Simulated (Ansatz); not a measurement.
Input:

Tl (hcp, Mg type)

```
Tl
1.0
    7.21657     0.00000     0.00000
   -1.80414     3.12487     0.00000
    0.00000     0.00000     5.57421
Tl
4
Direct
  0.16667   0.66667   0.75000
  0.66667   0.66667   0.75000
  0.33333   0.33333   0.25000
  0.83333   0.33333   0.25000
```

In each cell atom 1 (Tl, nearest neighbour Tl at 3.480 Å; its periodic images, 3.6 Å or more away, move with it) moves by s·(0.707, 0.707, 0.000) (along Cartesian [110]), the rest being held.

Calculation: PBE (plane waves to 420 eV, PAW, scalar-relativistic; Ansatz, a quantum-chemistry and plane-wave program). k mesh 6×12×7 (Γ-centred), Fermi-Dirac smearing 0.05 eV. E stands for the smeared free energy. With partly filled bands, energies and forces of such displacements shift with the k mesh and the smearing. Spin-orbit coupling is left out, though Tl is heavy. The relaxed volume of Tl is well above the measured one; the method has no dispersion term. Tl was relaxed with its symmetry unable to fall. The zero of ΔE is the undisplaced structure.

The scan covers s from -0.350 to 0.350 Å in 11 points.

Task: Is the energy the same for displacements of ±0.350 Å, and if not, which side lies higher?

Result: Not even: the negative side lies higher at ±0.350 Å. With its periodic images moving along, the atom's site symmetry in this cell is mm2.

Task: What force acts on the atom along the line at s = -0.350 Å?

Result: 0.605 eV/Å.

Task: What is the force constant k = d²E/ds² of this move at s = 0?

Result: 1.48 eV/Å².

(A displaced cell: forces are minus the slopes of the energy, force constants its curvatures, and phonons follow from these.)
